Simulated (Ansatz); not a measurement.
**Kick test of a cell of KNaHCl**

The cell was found from a structure generator's guess, not taken from experiment.

The calculation used DFT PBE, scalar-relativistic, plane waves, PAW in Ansatz 0.2.0. Settings: cutoff 420 eV, Γ-centred mesh 6×6×4 on the computed 8-atom cell, Gaussian smearing of 0.02 eV; no spin polarisation.

The cell below (8 atoms, space group P4/nmm (No. 129)) is relaxed within its symmetry.

```
CELL_PARAMETERS angstrom
4.47872 0.00000 0.00000
0.00000 4.47872 0.00000
0.00000 0.00000 9.78207
ATOMIC_POSITIONS crystal
K 0.00000 0.50000 0.32913
K 0.50000 0.00000 0.67087
Na 0.00000 0.50000 0.93990
Na 0.50000 0.00000 0.06010
H 0.00000 0.00000 0.00000
H 0.50000 0.50000 0.00000
Cl 0.00000 0.50000 0.65394
Cl 0.50000 0.00000 0.34606
```

For the test it was strained at random (σ = 1.5 % a component), the atoms were moved at random (σ = 0.05 Å), and all was relaxed again on a coarse 4×4×2 mesh (in the run’s order of axes) with 0.10 eV smearing, with no symmetry imposed.

Question: Does it come back?

Answer: It doesn't return. The energy falls by 7 meV/atom on that mesh, the volume changes by -1.9 %, and the end has space group Pmmn (No. 59) at a loose tolerance. Relaxed again on a 6×6×4 mesh with 0.02 eV smearing, the new structure lies 7 meV/atom below the first (mesh in the axes of the run's cell; the cell below is made exact in the group named). Space group Pmmn (No. 59), orthorhombic, a = 4.147 Å, b = 4.727 Å, c = 9.838 Å. K has 5 Cl at 3.15–3.19 Å, 2 H at 3.42 Å and 1 Na at 3.86 Å; around Na lie 4 H at 2.37 Å, 1 Cl at 2.79 Å, 4 Na at 3.38 Å and 1 K at 3.86 Å; around H lie 4 Na at 2.37 Å, 4 H at 3.31 Å and 2 K at 3.42 Å; Cl is surrounded by 1 Na at 2.79 Å and 5 K at 3.15–3.19 Å.

```xyz
8
Lattice="4.1469 0.0000 0.0000 0.0000 4.7273 0.0000 0.0000 0.0000 9.8382" Properties=species:S:1:pos:R:3 pbc="T T T"
K     0.0000    2.3637    8.1632
K     2.0735    0.0000    1.6750
Na    0.0000    2.3637    4.3003
Na    2.0735    0.0000    5.5379
H     2.0735    2.3637    5.4408
H     0.0000    0.0000    4.3975
Cl    0.0000    2.3637    1.5148
Cl    2.0735    0.0000    8.3234
```
